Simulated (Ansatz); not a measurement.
Be:
```cif
data_Be4
_chemical_formula_sum 'Be4'
_space_group_name_H-M_alt 'Fm-3m'
_space_group_IT_number 225
_space_group_name_Hall '-F 4 2 3'
_cell_length_a 3.15855
_cell_length_b 3.15855
_cell_length_c 3.15855
_cell_angle_alpha 90.000
_cell_angle_beta 90.000
_cell_angle_gamma 90.000
loop_
_atom_site_label
_atom_site_type_symbol
_atom_site_symmetry_multiplicity
_atom_site_Wyckoff_symbol
_atom_site_fract_x
_atom_site_fract_y
_atom_site_fract_z
_atom_site_occupancy
Be1 Be 4 a 0.00000 0.00000 0.00000 1
```
(The calculation used a cell of 1 atom; values per cell refer to that cell.)

Relaxed with the program Ansatz at the r²SCAN level (PAW). Indices refer to the conventional cell of Fm-3m, a = b = c = 3.159 Å, α = β = γ = 90.00°.

Q: Simulate the powder diffraction pattern (Co Kα, λ = 1.79026 Å; lines above 1 %) up to 2θ = 90°.

A: Simulated powder pattern, Co Kα, λ = 1.79026 Å (kinematic, ideal powder, no thermal factors, no anomalous dispersion; the 30 strongest lines at most, above 1 %, up to 2θ = 90°):

```
2θ (°)  d (Å)  I/Imax (%)    hkl
------  -----  ----------  -----
58.79   1.824         100  (111)
69.05   1.579          47  (200)
```

The start of the workflow was typed in or built on a structure type; neither database checked (COD, Materials Project) lists it. It is not the phase usual at ambient conditions (space group No. 194). Symmetry was held in the r²SCAN relaxation; its stability against distortions is not shown here.

Potentials: the later of the program's two PAW sets.
